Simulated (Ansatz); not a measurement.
The elements of this relaxed trial crystal are hidden behind letters.

```
lattice vectors (Å)
   4.0329    0.0000    0.0000
   0.0000    4.0329    0.0000
   0.0000    0.0000    8.6356
fractional positions
X 0.0000 0.5000 0.8317
X 0.0000 0.5000 0.1683
X 0.0000 0.5000 0.5000
X 0.5000 0.0000 0.8317
X 0.5000 0.0000 0.1683
X 0.5000 0.0000 0.5000
Z 0.0000 0.0000 0.6671
Z 0.0000 0.0000 0.0000
Z 0.0000 0.0000 0.3329
Z 0.5000 0.5000 0.6661
Z 0.5000 0.5000 0.3339
Q 0.5000 0.5000 0.0000
```

The calculation used DFT PBE, scalar-relativistic, plane waves, PAW in Ansatz 0.2.0. Settings of the last relaxation (12-atom cell): 420 eV, 10×10×6 k points, Gaussian smearing of 0.10 eV, collinear spin.

| Quantity | Value |
| --- | --- |
| Space group | P4/mmm (No. 123) |
| Conventional cell | a = 4.033 Å, c = 8.636 Å |
| Volume per atom | 11.70 Å³ |
| Density | 6.09 g/cm³ |
| Energy over the elements | −0.59 eV/atom |
| Gap on the 10×10×6 mesh of the 12-atom cell | 0 eV (a metal) |
| Net moment per atom | 0.07 μB |

Energies are uncorrected and count from the elements' standard states at the same level.

Q: X is a p-block element of period 3, Z is a d-block element of period 4 and Q is a d-block element of period 4. Which elements are they?

A: X = Al, Z = Co, Q = Ni, so the formula is Al6Co5Ni. Density times volume gives a mean mass of 6.09 × 11.70/1.6605 = 42.9 u per atom, and this set has 42.9 u. Al on a site of symmetry 2mm is surrounded by 6 Co at 2.47–2.49 Å, 2 Ni at 2.49 Å and 6 Al at 2.85–2.91 Å; Co on a site of symmetry 4mm is surrounded by 8 Al at 2.47–2.48 Å and 6 Co at 2.85–2.89 Å; Ni has 8 Al at 2.49 Å and 6 Co at 2.85–2.88 Å; 3 more sites not described. Other sets within the hints have nearly the same mass, so mass alone doesn't settle it; this one was computed.

The magnetic state reached may not be the lowest. A structure relaxed within its symmetry needn't be a true minimum.
